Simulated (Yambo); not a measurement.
G0W0@LDA for KCl (rock salt, space group Fm-3m, No. 225) in Yambo. Reference settings: 4×4×4 Γ-centred k mesh, 136 bands and a 10 Ry block in the screening, 136 bands in G with the Bruneval-Gonze terminator, plasmon pole fitted at 27.2 eV. The LDA gap Γ → Γ on this mesh is 5.12 eV; G0W0 gaps are taken between the same points.

The settings were changed. The gap went from 8.42 eV to 8.21 eV, and the shift of the valence edge from -2.22 eV to -1.77 eV.

**Question.** What was changed between the two runs?
A. no terminator
B. wavefunctions cut at 25 Ry
C. 44 bands in G
D. 44 bands in G, no terminator

**Answer.** D, 44 bands in G, no terminator. The others gave (gap, valence shift): no terminator: 8.38, -2.13 eV; 44 bands in G: 8.42, -2.20 eV; wavefunctions cut at 25 Ry: 8.42, -2.21 eV.

Geometry relaxed with LDA; primitive cell a = b = c = 4.296 Å, α = β = γ = 60.00°.

A shift is the quasiparticle energy of the state minus its LDA energy.
